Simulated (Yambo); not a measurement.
G0W0@LDA for Mg₂FeH₆ (space group Fm-3m, No. 225) in Yambo. Reference settings: 4×4×4 Γ-centred k mesh, bands 13 to 126 and a 8 Ry block in the screening, 126 bands in G with the Bruneval-Gonze terminator, plasmon pole fitted at 27.2 eV. The LDA gap W → X on this mesh is 1.71 eV; G0W0 gaps are taken between the same points.

With and without the terminator, as bands are cut:

```json
[
 {"bands in G (in W)": "34 (34)", "gap, terminator (eV)": "2.826", "gap, none (eV)": "2.848", "valence shift, terminator (eV)": "0.285", "valence shift, none (eV)": "0.576"},
 {"bands in G (in W)": "52 (52)", "gap, terminator (eV)": "2.795", "gap, none (eV)": "2.795", "valence shift, terminator (eV)": "0.137", "valence shift, none (eV)": "0.410"},
 {"bands in G (in W)": "73 (73)", "gap, terminator (eV)": "2.803", "gap, none (eV)": "2.804", "valence shift, terminator (eV)": "0.036", "valence shift, none (eV)": "0.284"},
 {"bands in G (in W)": "98 (98)", "gap, terminator (eV)": "2.802", "gap, none (eV)": "2.794", "valence shift, terminator (eV)": "0.000", "valence shift, none (eV)": "0.208"},
 {"bands in G (in W)": "126 (126)", "gap, terminator (eV)": "2.803", "gap, none (eV)": "2.794", "valence shift, terminator (eV)": "-0.026", "valence shift, none (eV)": "0.152"}
]
```

Over this range the gap spans 0.031 eV with the terminator and 0.054 eV without, the valence shift 0.311 eV and 0.424 eV. Neither column has reached its limit for certain.

Geometry of the Materials Project entry, not relaxed at this level; primitive cell a = 4.494 Å, b = 4.494 Å, c = 4.494 Å, α = 60.00°, β = 60.00°, γ = 60.00°.

The runs are not spin-polarised; magnetic order was not tried.

A shift is the quasiparticle energy of the state minus its LDA energy.
